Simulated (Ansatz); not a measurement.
Ca$_{6}$Sb$_{2}$PN:
```xyz
10
Lattice="0.0000 5.0955 5.0955 5.0955 0.0000 5.0955 5.0955 5.0955 0.0000" Properties=species:S:1:pos:R:3 pbc="T T T"
Ca     7.4966     5.0955     5.0955
Ca     2.6943     5.0955     5.0955
Ca     5.0955     7.4966     5.0955
Ca     5.0955     2.6943     5.0955
Ca     5.0955     5.0955     7.4966
Ca     5.0955     5.0955     2.6943
Sb     2.5477     2.5477     2.5477
Sb     7.6432     7.6432     7.6432
P      0.0000     0.0000     0.0000
N      5.0955     5.0955     5.0955
```

Relaxed with r²SCAN.

Q: Map the electron localisation function on the plane through (0.264, 0.736, 0.736) spanned by u = [1, 0, 0] and v = [-1, 1, 1] in lattice vectors, from plane-wave PAW r²SCAN (Ansatz code).

A: x is the fraction of u, y of v (the angle between them is 90°; rows are the nearest grid lines); atoms in the plane: Ca at (0.00, 0.00), Ca at (0.00, 0.53), Sb at (0.50, 0.51), Sb at (0.50, 0.01), P at (0.00, 0.26), N at (0.00, 0.76).
```
y \ x   0.000  0.0833  0.194  0.278  0.361  0.444  0.556  0.639  0.722  0.806  0.917   1.00
------  -----  ------  -----  -----  -----  -----  -----  -----  -----  -----  -----  -----
1.00    0.722   0.864  0.051  0.714  0.402  0.018  0.018  0.402  0.715  0.050  0.864  0.722
0.925   0.745   0.375  0.083  0.671  0.704  0.392  0.392  0.704  0.671  0.083  0.379  0.745
0.850   0.738   0.689  0.241  0.195  0.595  0.678  0.678  0.595  0.195  0.241  0.690  0.738
0.775   0.065   0.819  0.377  0.037  0.070  0.143  0.143  0.070  0.037  0.377  0.818  0.065
0.700   0.820   0.802  0.307  0.099  0.401  0.557  0.557  0.400  0.099  0.307  0.801  0.820
0.625   0.230   0.078  0.106  0.581  0.750  0.548  0.548  0.751  0.581  0.106  0.081  0.230
0.550   0.785   0.856  0.053  0.725  0.440  0.074  0.075  0.441  0.725  0.054  0.856  0.785
0.450   0.711   0.309  0.064  0.554  0.525  0.274  0.274  0.525  0.554  0.064  0.308  0.711
0.375   0.758   0.756  0.401  0.177  0.577  0.694  0.694  0.577  0.177  0.401  0.756  0.758
0.300   0.042   0.768  0.740  0.151  0.100  0.271  0.271  0.100  0.151  0.740  0.768  0.042
0.225   0.097   0.785  0.734  0.149  0.112  0.304  0.304  0.112  0.149  0.734  0.786  0.097
0.150   0.717   0.722  0.371  0.190  0.594  0.689  0.689  0.594  0.190  0.371  0.722  0.717
0.0750  0.764   0.391  0.061  0.569  0.507  0.249  0.249  0.508  0.569  0.061  0.395  0.764
0.000   0.722   0.864  0.051  0.714  0.402  0.018  0.018  0.402  0.715  0.050  0.864  0.722
```

The density is the valence pseudo-density with augmentation charge, so density and ELF within about 1 Å of a nucleus are not all-electron values.

Space group Fm-3m. The start of the workflow was typed in or built on a structure type; neither database checked (COD, Materials Project) lists it. Whether it is the stable phase at ambient conditions was not checked. The cell was relaxed with r²SCAN under the symmetry of its start; its stability against distortions is not shown here. Spin–orbit coupling is left out wherever it is not named.

Potentials: the later of the program's two PAW sets.
